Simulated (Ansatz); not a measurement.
K:
```yaml
crystal:
  lattice:
    - [0.00000, 3.37333, 3.37333]
    - [3.37333, 0.00000, 3.37333]
    - [3.37333, 3.37333, 0.00000]
  atoms:
    - { symbol: K, position: [0.00000, 0.00000, 0.00000] }
```

Relaxed with r²SCAN. Special points in fractions of this cell's reciprocal vectors: Γ (0.000, 0.000, 0.000); X (0.500, 0.000, 0.500); U (0.625, 0.250, 0.625); K (0.375, 0.375, 0.750); L (0.500, 0.500, 0.500); W (0.500, 0.250, 0.750).

Question: List the band energies nearest the Fermi level at these points for r²SCAN in the plane-wave PAW code Ansatz.

Answer: In eV from the Fermi level; about four levels below and three above (degenerate sets whole), none deeper than 8.9 eV; points with the same levels are listed once.

| k | below | above |
|---|---|---|
| Γ | -2.26 | 4.60 4.60 4.60 |
| X | – | 1.01 1.36 2.55 |
| U | – | 1.24 1.58 1.86 |
| L | – | 0.44 0.45 4.36 4.36 |
| W | – | 1.48 1.79 1.79 |

Space group Fm-3m (fcc (Cu type)). The workflow started from a Materials Project entry (that database holds measured and hypothetical structures alike); the Crystallography Open Database copy checked does not list it. It is not the phase usual at ambient conditions (space group No. 229). Symmetry was held in the r²SCAN relaxation; whether a distortion lowers the energy is not shown.

Potentials: the later of the program's two PAW sets.
